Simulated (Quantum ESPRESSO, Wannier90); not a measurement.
## Wannier functions of Hf2Cu (I4/mmm)

```xyz
3
Lattice="0.0000 -3.1528 0.0000 3.1528 0.0000 0.0000 -1.5764 1.5764 5.5595" Properties=species:S:1:pos:R:3 pbc="T T T"
Hf     1.5764    -1.5764    -1.7358
Hf    -1.5764     1.5764     1.7358
Cu     0.0000     0.0000     0.0000
```

Cell from Materials Project (mp-30581), symmetrised, no further relaxation. COD (Crystallography Open Database) has an entry of this formula and space group (matched by these alone). Computed values, not measurements, from PBEsol: Quantum ESPRESSO (norm-conserving PseudoDojo potentials, cutoff 74 Ry, no spin polarisation, no spin-orbit coupling) on a Γ-centred 4×4×4 mesh, then Wannier90. Density: 14×14×14 mesh, cold smearing 0.01 Ry. Spin-orbit coupling is left out although heavy elements are present.

A tight-binding model is made by disentanglement and projection with no localisation steps (num_iter = 0), so the 27 orbitals stay atom-like: hydrogen-like Hf: s;p;d; Cu: s;p;d, axes along x, y, z; frozen window up to 1.50 eV relative to the Fermi level. It follows pw.x to 48 meV rms for states up to 1.0 eV relative to the Fermi level. Matrix elements depend on this choice of orbitals and windows.

Problem. What are the on-site energies relative to the Fermi level, and how fast do the hoppings decay?

Solution. 
```tsv
atom	orbitals	energy (eV)
Hf1	s	5.70
Hf1	pz	12.34
Hf1	px	12.57
Hf1	py	12.58
Hf1	dz2	3.16
Hf1	dxz dyz	3.57
Hf1	dx2-y2	3.30
Hf1	dxy	3.49
Hf2	s	5.70
Hf2	pz	12.34
Hf2	px	12.57
Hf2	py	12.58
Hf2	dz2	3.16
Hf2	dxz dyz	3.57
Hf2	dx2-y2	3.30
Hf2	dxy	3.49
Cu3	s	2.61
Cu3	pz	8.46
Cu3	px py	8.29
Cu3	dz2 dxy	-3.19
Cu3	dxz dyz	-3.21
Cu3	dx2-y2	-3.29
```

```csv
distance of the centres (Å),largest modulus (eV)
2–3,1.2
3–4,2.3
4–5,0.23
5–6,0.23
```
